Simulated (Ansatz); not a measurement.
BeNi (CsCl type, Pm-3m) under volume change, r²SCAN in the plane-wave PAW code Ansatz, scaled uniformly.

| V (Å³/atom) | E − E(relaxed) (meV/atom) | P (GPa) |
|---|---|---|
| 7.889 | [?] | [?] |
| 8.149 | 21.4 | 13.90 |
| 8.409 | 5.1 | 6.42 |
| 8.669 | 0.0 | 0.02 |
| 8.929 | 4.5 | -5.45 |
| 9.189 | 17.3 | -10.14 |
| 9.449 | [?] | [?] |

Task: Complete the blanks.

Result: 
- 7.889, E − E(relaxed) (meV/atom): 50.9
- 7.889, P (GPa): 22.66
- 9.449, E − E(relaxed) (meV/atom): 37.1
- 9.449, P (GPa): -14.16

Task: What does a third-order Birch–Murnaghan fit give for V₀, B₀ and B′?

Result: V₀ = 8.67 Å³/atom, B₀ = 197 GPa, B′ = 4.2.

The workflow started from a Materials Project entry (that database holds measured and hypothetical structures alike); the Crystallography Open Database copy checked does not list it. With Be and Ni taken as one species the cell has the higher symmetry Im-3m, so it may be an ordered model of a mixed-site phase. Its standing as an ambient phase is unchecked. The r²SCAN relaxation kept the symmetry of its start; of distortions, only those at the zone centre were tested. No spin polarisation was allowed.

Potentials: the later of the program's two PAW sets.
